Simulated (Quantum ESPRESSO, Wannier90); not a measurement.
Wannier functions of GaAs (zinc blende)

Materials Project entry mp-2534; symmetrised, unrelaxed at this level. COD (Crystallography Open Database) has an entry of this formula and space group (matched by these alone). Computed values, not measurements, from PBEsol: Quantum ESPRESSO (norm-conserving PseudoDojo potentials, cutoff 68 Ry, spinors with spin-orbit coupling) on a Γ-centred 8×8×8 mesh, then Wannier90. Density: 10×10×10 mesh, cold smearing 0.01 Ry.

On the energy scale of pw.x, whose zero is arbitrary, the Fermi level lies at 8.06 eV.

Isolated groups of bands, relative to the Fermi level (bands from 23 on overlap up to the last one computed):

```json
[
 {"bands": "1–4", "from (eV)": "-35.72", "to (eV)": "-35.71", "filling": "filled", "weight on atomic waves": "As 3d 100 %"},
 {"bands": "5–10", "from (eV)": "-34.99", "to (eV)": "-34.98", "filling": "filled", "weight on atomic waves": "As 3d 100 %"},
 {"bands": "11–14", "from (eV)": "-15.11", "to (eV)": "-15.03", "filling": "filled", "weight on atomic waves": "Ga 3d 99 %"},
 {"bands": "15–20", "from (eV)": "-14.68", "to (eV)": "-14.56", "filling": "filled", "weight on atomic waves": "Ga 3d 99 %"},
 {"bands": "21–22", "from (eV)": "-12.49", "to (eV)": "-10.15", "filling": "filled", "weight on atomic waves": "As 4s 60 %, Ga 4p 22 %, Ga 4s 12 %"}
]
```

Input w.win:

```
num_bands = 30
num_wann = 16
exclude_bands = 1-20
spinors = true
num_iter = 1000
conv_tol = 1.0e-6
conv_window = 4
dis_num_iter = 1000
dis_conv_tol = 1.0e-6
dis_froz_max = 1.50
write_hr = true
write_u_matrices = true
begin projections
f=-0.00799,-0.00540,0.01443: s;p
f=-0.26399,-0.24875,-0.24709: s;p
end projections
begin unit_cell_cart
ang
    0.0000000000    2.8750900000    2.8750900000
    2.8750900000    0.0000000000    2.8750900000
    2.8750900000    2.8750900000    0.0000000000
end unit_cell_cart
begin atoms_frac
Ga   0.0000000000  0.0000000000  0.0000000000
As  -0.2500000000 -0.2500000000 -0.2500000000
end atoms_frac
mp_grid = 8 8 8
begin kpoints
0.0000000000 0.0000000000 0.0000000000
0.0000000000 0.0000000000 0.1250000000
0.0000000000 0.0000000000 0.2500000000
... (509 more lines: the 8x8x8 mesh through Gamma)
end kpoints
```

The run ends without an error message, but its bands miss those of pw.x by 252 meV rms and 0.88 eV at worst (states up to 1.0 eV relative to the Fermi level).

Question: What is the mistake?

Answer: Window typed relative to the reference level, not as an absolute energy. With that mended (16 functions from bands 21-50 of the 50 computed, start hydrogen-like Ga: s;p; As: s;p, centres 0.05 Å off the atoms, frozen window up to 1.50 eV relative to the Fermi level, outer window open) the misfit is 5.3 meV rms.
